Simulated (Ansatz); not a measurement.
**Does the structure type survive?**

Theory: DFT PBEsol, scalar-relativistic, plane waves, PAW in Ansatz 0.2.0. Settings: cutoff 420 eV, Γ-centred meshes no coarser than 0.19 Å⁻¹ for metals and 0.3 Å⁻¹ for insulators (2π included), Gaussian smearing.

Each formula is placed on the named type at a guessed volume, then cell and atoms relax at zero pressure without lowering the symmetry. Keeping the type says nothing about stability against other structures or lower symmetry. Neighbours of an atom are counted within 25 % of the shortest distance of their pair. The atoms listed around a site end at a clear gap in distance instead, so their number can differ.

Spin–orbit coupling is left out.

(1) Does Sb keep the dhcp type (P6_3/mmc, No. 194)?

(2) Sb on the black phosphorus type (Cmce, No. 64): does the type hold?

(3) Does Sb keep the beta-tin type (I4_1/amd, No. 141)?

(4) Does Sb keep the lonsdaleite type (P6_3/mmc, No. 194)?

## Answers

(1) Yes: a = 3.310 Å, c = 11.032 Å. Sb on Wyckoff site a (2 atoms of the primitive cell) has 12 Sb at 3.31–3.36 Å; Sb on Wyckoff site d (2 atoms of the primitive cell) has 12 Sb at 3.31–3.36 Å.

(2) Only loosely: it keeps the symmetry, but the neighbours change from Sb 3 Sb to Sb 5 Sb. It has a = 4.318 Å, b = 12.002 Å, c = 4.589 Å. Sb has 3 Sb at 2.87–2.91 Å (next Sb at 3.41 Å).

(3) Yes: a = 5.975 Å, c = 3.155 Å. Around Sb lie 6 Sb at 3.09–3.16 Å.

(4) No. It keeps the space group, but the neighbours change from Sb 4 Sb to Sb 5 Sb, with a = 5.185 Å, c = 6.335 Å. Sb has 4 Sb at 2.88–3.01 Å and 1 Sb at 3.46 Å.